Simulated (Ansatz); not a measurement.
TiO in space group Pm-3m (No. 221; Ti on 3c, O on 3d) at seven volumes, r²SCAN in the plane-wave PAW code Ansatz, scaled uniformly. One row is withheld.

```csv
V (Å³/atom),P (GPa)
10.142,?
10.476,15.52
10.811,7.10
11.145,0.03
11.479,-6.08
11.814,-11.35
12.148,-15.85
```

Task: Fit the shown pressures and predict the withheld one.

Result: Third-order Birch–Murnaghan: P = (3/2)B₀(x^(7/2) − x^(5/2))[1 + (3/4)(B′ − 4)(x − 1)] with x = (V₀/V)^(2/3). Least squares on the six rows gives V₀ = 11.146 Å³/atom, B₀ = 219.9 GPa, B′ = 4.15. At V = 10.142, x = 1.0650 and P = 25.26 GPa. The run itself gave 25.42 GPa.

The workflow started from a Materials Project entry (that database holds measured and hypothetical structures alike); the Crystallography Open Database copy checked does not list it. COD files the formula under space group No. 12, 225. Whether it is the stable phase at ambient conditions was not checked. The r²SCAN relaxation kept the symmetry of its start; its stability against distortions is not shown here. Spin order of the final state: ferromagnetic, the only order run, not a proven ground state. Other orbital occupations within this spin state were not tried. No Hubbard U is applied.

Potentials: the later of the program's two PAW sets.
